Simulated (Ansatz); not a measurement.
Starting structure, 1 C2H6 a cell, tilted, over a hollow Zr-Zr-Zr site (Zr, P6_3/mmc (No. 194), (0 0 1) face):

```xyz
24
Lattice="6.3710 0.0000 0.0000 -3.1855 5.5175 0.0000 0.0000 0.0000 28.1378" Properties=species:S:1:pos:R:3 pbc="T T T"
Zr    1.5928    0.9196    8.0000
Zr    0.0000    3.6783    8.0000
Zr    4.7783    0.9196    8.0000
Zr    3.1855    3.6783    8.0000
Zr    0.0000    1.8392   10.5550
Zr   -1.5928    4.5979   10.5550
Zr    3.1855    1.8392   10.5550
Zr    1.5928    4.5979   10.5550
Zr    1.5928    0.9196   13.1893
Zr    0.0000    3.6783   13.1893
Zr    4.7783    0.9196   13.1893
Zr    3.1855    3.6783   13.1893
Zr    0.0000    1.8392   15.6303
Zr   -1.5928    4.5979   15.6303
Zr    3.1855    1.8392   15.6303
Zr    1.5928    4.5979   15.6303
C    -1.1444    2.7441   19.2121
C    -0.5907    3.9787   18.5212
H    -1.8000    2.1836   18.5129
H    -1.7352    3.0445   20.1030
H    -0.3094    2.0866   19.5340
H     0.0000    3.6783   17.6303
H     0.0649    4.5391   19.2205
H    -1.4257    4.6361   18.1994
```

Theory: DFT PBE+D3(BJ), scalar-relativistic, plane waves, PAW (Ansatz 0.2.0). Settings: cutoff 420 eV, Γ-centred mesh 4×4×1 on the computed 24-atom cell, Gaussian smearing of 0.10 eV; no spin polarisation. A dipole correction removes the field between periodic images along c.

Atoms 1, 2, 3, 4, 5, 6, 7, 8 (counted from 1) are held. The cell is fixed. Force threshold 0.04 eV/Å.

```csv
step,E − E_final (eV),largest force (eV/Å)
1,0.196,0.712
2,0.087,0.188
3,0.065,0.095
4,0.053,0.068
5,0.039,0.070
6,0.029,0.083
7,0.021,0.084
8,0.015,0.145
9,0.013,0.210
10,0.007,0.169
11,0.003,0.019
12,0.003,0.019
13,0.001,0.016
14,0.001,0.115
15,0.000,0.024
16,0.000,0.025
```

(1) What is the final structure?

The end is the local minimum or symmetric point that this start leads to. The slab is only 7.7 Å thick, so the energy isn't converged with thickness.

Results:

(1)
```yaml
crystal:
  lattice:
    - [6.37101, 0.00000, 0.00000]
    - [-3.18550, 5.51746, 0.00000]
    - [0.00000, 0.00000, 28.13783]
  atoms:
    - { symbol: Zr, position: [0.33333, 0.16667, 0.28431] }
    - { symbol: Zr, position: [0.33333, 0.66667, 0.28431] }
    - { symbol: Zr, position: [0.83333, 0.16667, 0.28431] }
    - { symbol: Zr, position: [0.83333, 0.66667, 0.28431] }
    - { symbol: Zr, position: [0.16667, 0.33333, 0.37512] }
    - { symbol: Zr, position: [0.16667, 0.83333, 0.37512] }
    - { symbol: Zr, position: [0.66667, 0.33333, 0.37512] }
    - { symbol: Zr, position: [0.66667, 0.83333, 0.37512] }
    - { symbol: Zr, position: [0.32912, 0.15643, 0.46904] }
    - { symbol: Zr, position: [0.32925, 0.66278, 0.46938] }
    - { symbol: Zr, position: [0.83146, 0.16123, 0.46618] }
    - { symbol: Zr, position: [0.83551, 0.66285, 0.46930] }
    - { symbol: Zr, position: [0.16122, 0.32692, 0.55439] }
    - { symbol: Zr, position: [0.16736, 0.83397, 0.56390] }
    - { symbol: Zr, position: [0.66689, 0.32743, 0.55428] }
    - { symbol: Zr, position: [0.66941, 0.83670, 0.55433] }
    - { symbol: C, position: [0.01365, 0.55286, 0.69121] }
    - { symbol: C, position: [0.15202, 0.79457, 0.66539] }
    - { symbol: H, position: [0.92424, 0.40288, 0.66557] }
    - { symbol: H, position: [0.87307, 0.54886, 0.71447] }
    - { symbol: H, position: [0.13623, 0.51856, 0.71311] }
    - { symbol: H, position: [0.29728, 0.79792, 0.64258] }
    - { symbol: H, position: [0.24552, 0.95020, 0.68945] }
    - { symbol: H, position: [0.02573, 0.83036, 0.64394] }
```

Cost: 1 run of about 28 core-minutes, on Intel Xeon Platinum 8488C (Sapphire Rapids) (shared hosts).